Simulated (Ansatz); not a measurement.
## NMR crystallography of Zr₃V₃O: given against relaxed positions

Start: a structure deposited in the COD.

Space group Fd-3m:1 (No. 227); a = 12.1703 Å.

| site | Wyckoff | site symmetry | x | y | z |
| --- | --- | --- | --- | --- | --- |
| Zr | 48f | 2.mm | 0.1896 | 0.5000 | 0.0000 |
| V13 | 16c | .-3m | 0.6250 | 0.6250 | 0.1250 |
| V17 | 32e | .3m | 0.8328 | 0.8328 | 0.3328 |
| O | 16d | .-3m | 0.1250 | 0.1250 | 0.6250 |

One atom of each set is listed; the run and its k-mesh use a cell of 28 atoms with edges of 8.61, 8.61, 8.61 Å.

All values are calculated (Ansatz; DFT, PBE, plane waves and PAW, scalar-relativistic, collinear spin, 420 eV cutoff, Γ-centred 5×5×5 k-points, Fermi–Dirac smearing 0.05 eV), not measured. Start moments as typed (μB): 1.5 on each V, none on the rest.

The largest force at the start is 1.1 eV/Å. Relaxing the ions at fixed cell moves them by 0.108 Å at most (atom 18, V) and 0.058 Å rms. End positions:

Zr (0.1898, 0.5000, 0.0000)
V13 (0.6250, 0.6250, 0.1250)
V17 (0.8277, 0.8277, 0.3277)
O (0.1250, 0.1250, 0.6250)

```csv
site,moved (Å),first shell before,first shell after,V_zz before (10²¹ V/m²),η before
Zr,0.002,"2 O at 2.29 Å, angle 140°","2 O at 2.29 Å, angle 140°",2.21,0.86
V13,0.000,6 V at 2.63 Å,6 V at 2.60 Å,1.38,0.00
V17,0.108,6 V at 2.63–2.85 Å,6 V at 2.60–2.67 Å,-0.75,0.00
O,0.000,6 Zr at 2.29 Å,6 Zr at 2.29 Å,-0.061,0.00
```

(1) How do the gradients change?

Answers

(1) 

```
site  V_zz after  η after  change of V_zz
  Zr        2.66     0.32           +0.45
 V13        0.41     0.00           -0.97
 V17       -0.78     0.00           -0.03
   O       -0.11     0.00           -0.05
```

The largest change of V_zz is on V13, from 1.38 to 0.41. In per cent, |V_zz| changes by +20 on Zr (all sites that start above 2). Where |V_zz| stays above 0.1, η moves most on Zr, from 0.86 to 0.32.

With no gap above 0.1 eV, as in a metal, the gradients converge slowly in k; expect changes of a tenth or more on a denser mesh. Without spin–orbit coupling (the program notes it for Zr) the gradients can shift somewhat, as the gap is small. Semilocal functionals can leave a metal where correlation in the d or f shell opens a gap in the real compound, and that would change the values at and beside V. The start moments die out, and the run ends without spin.
